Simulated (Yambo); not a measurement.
## Convergence of the G0W0 gap of HgO

G0W0@PBEsol for HgO (space group P3_121, No. 152) in Yambo. Reference settings: 3×3×1 Γ-centred k mesh, bands 13 to 164 and a 7 Ry block in the screening, 164 bands in G with the Bruneval-Gonze terminator, plasmon pole fitted at 27.2 eV. The PBEsol gap Γ → Γ on this mesh is 1.47 eV; G0W0 gaps are taken between the same points.

```
change from the reference       G0W0 gap Γ → Γ (eV)  shift of the valence edge (eV)        rough Yambo cost
------------------------------  -------------------  ------------------------------  ----------------------
reference settings                             2.53                           -0.29                       1
76 bands in W, 76 bands in G                   2.57                           -0.14               about 1/2
114 bands in W, 114 bands in G                 2.54                           -0.22  within a factor of two
76 bands in G                                  2.54                           -0.27                       –
114 bands in G                                 2.53                           -0.28                       –
88 bands in W                                  2.55                           -0.19  within a factor of two
1 Ry block                                     3.35                           -1.28  within a factor of two
3 Ry block                                     2.58                           -0.36  within a factor of two
6 Ry block                                     2.52                           -0.28  within a factor of two
pole fitted at 55 eV                           2.57                           -0.35                       –
no random integration                          2.50                           -0.07                       –
76 bands in G, no terminator                   2.62                            0.35                       –
114 bands in G, no terminator                  2.58                            0.11                       –
no terminator                                  2.58                           -0.06                       –
```

The reference isn't shown to be the converged limit. Costs are rough (shared machines), scaled to the same edge states, and given only for runs that recompute the screening. The mesh misses a band edge: along a dense path the PBEsol gap is 1.34 eV against 1.47 eV on the mesh.

Without spin-orbit coupling, band edges of such heavy elements can be off by tenths of an eV.

Geometry relaxed with PBE+D3(BJ); primitive cell a = 3.6511 Å, b = 3.6511 Å, c = 8.8290 Å, α = 90.00°, β = 90.00°, γ = 120.00°.

The structure is a Materials Project entry; no match was found in the copy of COD used, and its stability was not checked.

A shift is the quasiparticle energy of the state minus its PBEsol energy.
